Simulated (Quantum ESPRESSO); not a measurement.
ZnTa4Ga2Al, a guest atom moved from site to site

Computed values, not a measurement. The program is pw.x of Quantum ESPRESSO 7.5 (plane-wave density functional theory). The cell is made up: eight metal atoms on a hexagonal close-packed lattice, with elements, volume, strain and displacements drawn at random and not relaxed, so it may be unstable or far from any real phase. PseudoDojo standard norm-conserving files set the functional (PBE unless stated); there is no spin polarisation or spin-orbit coupling, the Fermi-Dirac width of 0.25 eV means electrons at about 2900 K, and the masses in the input are unused placeholders. Heavy elements are run without spin-orbit coupling, which real alloys of them have. A spin test at this wide smearing found no moment, but such smearing suppresses magnetism that the real alloy may have.

The runs move one Zn atom among sites that otherwise hold Ta. Cell, positions, cutoff, mesh and smearing stay as in the input of run 1; sites are counted in its order. Stress in the tables is positive in tension.

Input of run 1:

```
&control calculation='scf', pseudo_dir='./dojo.nc.sr.pbe.v0_5.standard.upf', outdir='./o', disk_io='medium', tprnfor=.true., tstress=.true. /
&system ibrav=0, nat=8, ntyp=4, nbnd=64, ecutwfc=84.00895049, nosym=.true., tot_charge=0,
 occupations='smearing', smearing='fd', degauss=0.0183746611
/
&electrons conv_thr=1.470e-08, electron_maxstep=70, mixing_beta=0.5 /
ATOMIC_SPECIES
Al 1.0 Al.upf
Ga 1.0 Ga.upf
Ta 1.0 Ta.upf
Zn 1.0 Zn.upf
CELL_PARAMETERS angstrom
4.4822 -2.6081 -0.0041
-2.9528 0.0534 -4.8428
2.9219 5.1014 -0.0374
ATOMIC_POSITIONS angstrom
Zn 0.0714 -0.0915 -0.0895
Ta 1.5073 2.5666 0.0959
Ga -0.0637 1.7141 -2.507
Ga 1.36 4.28 -2.4818
Ta 3.0021 -0.0152 0.0075
Al 4.4247 2.6372 -0.0118
Ta 1.4666 -0.8664 -2.3481
Ta 3.0323 1.7159 -2.3921
K_POINTS automatic
5 5 4 1 1 1
```

| run | elements on sites 1 to 8 | free energy less that of run 1 (eV) | -TS (eV) | pressure (GPa) | stress xx (GPa) | stress yy (GPa) | stress zz (GPa) | stress yz (GPa) | stress xz (GPa) | stress xy (GPa) | iterations |
| --- | --- | --- | --- | --- | --- | --- | --- | --- | --- | --- | --- |
| 1 | Zn Ta Ga Ga Ta Al Ta Ta | 0.000 | -1.217 | -9.51 | 10.02 | 9.93 | 8.58 | 0.07 | 0.45 | -1.49 | 13 |
| 2 | Ta Zn Ga Ga Ta Al Ta Ta | -0.019 | -1.219 | -9.49 | 10.54 | 8.81 | 9.13 | 0.12 | 0.29 | -0.53 | 14 |
| 3 | Ta Ta Ga Ga Zn Al Ta Ta | 0.035 | -1.167 | -9.52 | 9.93 | 11.10 | 7.54 | 0.07 | 0.22 | -0.45 | 13 |
| 4 | Ta Ta Ga Ga Ta Al Zn Ta | -0.316 | -1.123 | -9.92 | 7.60 | 10.16 | 11.99 | -0.86 | 1.10 | -0.25 | 13 |
| 5 | Ta Ta Ga Ga Ta Al Ta Zn | -0.116 | -1.189 | -8.61 | 10.04 | 6.19 | 9.61 | -0.15 | 0.23 | -0.56 | 13 |

Forces Fx Fy Fz (eV/Å):

| site | run 1 | run 2 | run 3 | run 4 | run 5 |
| --- | --- | --- | --- | --- | --- |
| 1 | -0.32 0.68 0.72 | -0.35 1.08 0.23 | -0.72 0.80 0.66 | -0.25 0.49 0.49 | -0.65 1.24 0.85 |
| 2 | -0.56 -0.26 -1.46 | -0.23 -0.29 0.07 | -0.39 0.03 -1.08 | -0.18 0.26 -1.12 | -0.28 -0.30 -1.50 |
| 3 | 0.23 0.04 0.58 | 0.32 0.04 0.64 | 0.39 -0.21 0.60 | 0.04 0.16 0.77 | 0.12 -0.14 0.85 |
| 4 | 0.53 -0.18 0.20 | 0.37 -0.18 -0.14 | 0.50 -0.12 0.37 | 0.30 -0.06 0.11 | 0.31 -0.03 0.16 |
| 5 | 0.37 0.32 0.77 | 0.06 -0.14 0.26 | 0.23 -0.07 -0.12 | 0.18 0.19 0.50 | -0.01 -0.04 0.44 |
| 6 | 0.28 -0.80 -0.09 | 0.36 -0.81 -0.10 | 0.65 -0.75 0.29 | 0.54 -0.82 0.02 | 0.35 -0.99 0.03 |
| 7 | 0.34 0.63 -0.37 | 0.43 0.15 -0.83 | 0.36 0.28 -0.76 | 0.35 0.20 -0.69 | 0.36 0.53 -0.71 |
| 8 | -0.87 -0.43 -0.35 | -0.95 0.15 -0.13 | -1.02 0.05 0.04 | -0.98 -0.42 -0.08 | -0.20 -0.28 -0.12 |

The sites are displaced and not relaxed, so the energy differences mix bonding between neighbours with strain and are not ordering energies. A rerun of one cell of this series at a higher cutoff and on a denser mesh moved values by no more than 0.003 eV in energy, 0.02 GPa in stress and 0.013 eV/Å in force, and a second program with other atomic files agreed on that cell to 2 % rms in force and 0.5 GPa in pressure.